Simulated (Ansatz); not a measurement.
In the program Ansatz at the PBE level (PAW), AlCr2C in the hexagonal phase (P6_3/mmc; Al on 2d, Cr on 4f, C on 2a) relaxes to a = 2.840 Å, c = 12.704 Å. Al has 12 nearest neighbours from 2.67 Å (anticuboctahedral); C has 6 nearest neighbours from 1.96 Å (octahedral). Its formation energy from the elements is -0.18 eV/atom, with no fitted shifts.

Electronic character: metallic (no gap).

An equation-of-state fit gives a bulk modulus of 188 GPa. The relaxed-ion elastic constants in GPa are C11 = 363, C12 = 82.3, C13 = 110, C33 = 361, C44 = 134. The elastic constants imply a Debye temperature near 738 K. The highest mode at Γ lies at 670 cm⁻¹.

The PBE relaxation kept the symmetry of its start. The run is not spin-polarised. As this level gives no gap, shear constants depend on the k-mesh and smearing (Fermi–Dirac, 0.1 eV here). As this level gives no gap, phonon frequencies hold no LO–TO term and depend on the k-mesh and smearing (Fermi–Dirac, 0.1 eV here). On the denser mesh and wider smearing of the elastic run this cell carries a stress of 0.4 GPa. The references are the lowest solids computed at this level, not always the standard phases.

Potentials: the later of the program's two PAW sets.
